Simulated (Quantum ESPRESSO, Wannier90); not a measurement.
## Wannier functions of MgPdF₆ (R-3)

```xyz
8
Lattice="-2.4656 4.2706 0.0000 -4.9313 0.0000 0.0000 -2.4656 1.4235 4.5100" Properties=species:S:1:pos:R:3 pbc="T T T"
Mg    -4.9313     2.8471     2.2550
Pd     0.0000     0.0000     0.0000
F      0.7119    -1.3873    -1.1130
F     -0.7119     1.3873     1.1130
F      0.8455     1.3102    -1.1130
F     -0.8455    -1.3102     1.1130
F     -1.5574     0.0772    -1.1130
F      1.5574    -0.0772     1.1130
```

Cell from Materials Project (mp-7921), symmetrised, no further relaxation. COD (Crystallography Open Database) has an entry of this formula and space group (matched by these alone). Level: PBEsol, no spin polarisation, no spin-orbit coupling; pw.x of Quantum ESPRESSO at 68 Ry with PseudoDojo potentials, 4×4×4 k-points, Wannier90. Density: 8×8×8 mesh, cold smearing 0.01 Ry.

A tight-binding model is made by disentanglement and projection with no localisation steps (num_iter = 0), so the 23 orbitals stay atom-like: hydrogen-like Pd: d; F: p, axes along x, y, z; frozen window up to 3.38 eV relative to the valence-band maximum. It follows pw.x to 0.2 meV rms for states up to 2.1 eV relative to the valence-band maximum. Matrix elements depend on this choice of orbitals and windows.

Question: What are the on-site energies relative to the valence-band maximum, and how fast do the hoppings decay?

Answer: 
| atom | orbitals | energy (eV) |
|---|---|---|
| Pd2 | dz2 | -2.49 |
| Pd2 | dxz dyz | -1.84 |
| Pd2 | dx2-y2 dxy | -2.15 |
| F3 | pz | -2.65 |
| F3 | px | -2.30 |
| F3 | py | -3.00 |
| F4 | pz | -2.65 |
| F4 | px | -2.30 |
| F4 | py | -3.00 |
| F5 | pz | -2.65 |
| F5 | px | -2.73 |
| F5 | py | -2.57 |
| F6 | pz | -2.65 |
| F6 | px | -2.73 |
| F6 | py | -2.57 |
| F7 | pz | -2.65 |
| F7 | px | -2.92 |
| F7 | py | -2.38 |
| F8 | pz | -2.65 |
| F8 | px | -2.92 |
| F8 | py | -2.38 |

```csv
distance of the centres (Å),largest modulus (eV)
1–2,1.7
2–3,0.47
3–4,0.20
4–5,0.020
5–6,0.015
6–7,0.0047
7–8,0.0025
```
